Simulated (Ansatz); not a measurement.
Input:

NaH (rock salt, Fm-3m), a = b = c = 4.8321 Å, α = β = γ = 90.00°; the cell used has 2 atoms.

This is the PBE-relaxed structure.

Task: All from the program Ansatz at the PBE level (PAW), unless another level is named. Give the electron effective mass.

Result: 0.23, 0.99, 0.99 mₑ (principal values).

Task: Predict the band gap.

Result: 3.76 eV (indirect).

Task: Give the weight of the valence-edge state by species (Voronoi cells).

Result: H 90 %, Na 10 %.

Task: What about the valence-band maximum?

Result: at W.

Task: What about the conduction-band minimum?

Result: at L (4 equivalent valleys).

The cell was relaxed with PBE under the symmetry of its start.

Potentials: the later of the program's two PAW sets.
